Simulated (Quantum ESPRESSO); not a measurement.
## Si3AlFO7 (convergence and cost over cutoff and k mesh)

A calculation, not a measurement. The program is pw.x of Quantum ESPRESSO 7.5 (plane-wave density functional theory). The cell is made up: 12 atoms on a rutile lattice, with randomly drawn elements, strain and displacements, not relaxed. PseudoDojo standard norm-conserving files (v0.5 for PBE, v0.4.1 for LDA and PBEsol) set the functional; there is no spin polarisation, spin-orbit coupling or dispersion term, and the masses in the input are unused placeholders.

Input of the run in row 4:

```
&control calculation='scf', pseudo_dir='./dojo.nc.sr.pbe.v0_5.standard.upf', outdir='./o', disk_io='low', tprnfor=.true., tstress=.true. /
&system ibrav=0, nat=12, ntyp=4, nbnd=38, ecutwfc=84.00895049, nosym=.true., tot_charge=0,
 occupations='smearing', smearing='fd', degauss=0.0018374661
/
&electrons conv_thr=7.350e-09, electron_maxstep=60, /
ATOMIC_SPECIES
Al 1.0 Al.upf
F 1.0 F.upf
O 1.0 O.upf
Si 1.0 Si.upf
CELL_PARAMETERS angstrom
4.4237 0.0 0.0
0.0 4.4237 0.0
0.0 0.0 5.6884
ATOMIC_POSITIONS angstrom
Si 0.1132 -0.0261 -0.07
Al 2.1827 2.1523 1.4296
Si -0.1546 0.1628 2.7932
Si 2.2005 2.1957 4.2663
F 1.3617 1.3121 -0.0079
O 3.029 3.1983 -0.0877
O 3.5572 0.8864 1.4248
O 0.8399 3.4646 1.5179
O 1.2769 1.2117 2.7961
O 3.0991 3.0415 2.937
O 3.5351 0.8573 4.2209
O 0.8727 3.4693 4.2065
K_POINTS automatic
5 5 4 1 1 1
```

The same cell was run at these settings. Meshes are shifted by half a step, and differences are from the last row, which is itself not exact.

| cutoff (eV) | k mesh | k points solved | threshold (eV) | free energy less the last row's (eV) | pressure (GPa) | largest stress difference (GPa) | largest force difference (eV/Å) | iterations | wall time (s) | k-point pools | processor |
| --- | --- | --- | --- | --- | --- | --- | --- | --- | --- | --- | --- |
| 800 | 2 x 2 x 2 | 4 | 1e-04 | 1.264 | -34.16 | 13.67 | 0.053 | 9 | 11 | 4 | Intel Xeon, 2023 or later |
| 1143 | 1 x 1 x 1 | 1 | 1e-07 | 0.332 | -17.40 | 12.55 | 0.568 | 13 | 16 | 4 | Intel Xeon, 2023 or later |
| 610 | 5 x 5 x 4 | 50 | 1e-07 | 11.416 | -85.53 | 65.71 | 0.120 | 12 | 33 | 4 | Intel Xeon, 2023 or later |
| 1143 | 5 x 5 x 4 | 50 | 1e-07 | 0.002 | -20.72 | 0.03 | 0.002 | 13 | 86 | 4 | Intel Xeon, 2023 or later |
| 1437 | 7 x 7 x 6 | 147 | 1e-07 | 0.000 | -20.69 | 0.00 | 0.000 | 13 | 350 | 4 | Intel Xeon, 2023 or later |

Each pool is one process. Wall times include start-up and a band step at six k points, which weighs most on the coarsest meshes. The runs were on shared virtual cores whose load varied, so times are rough.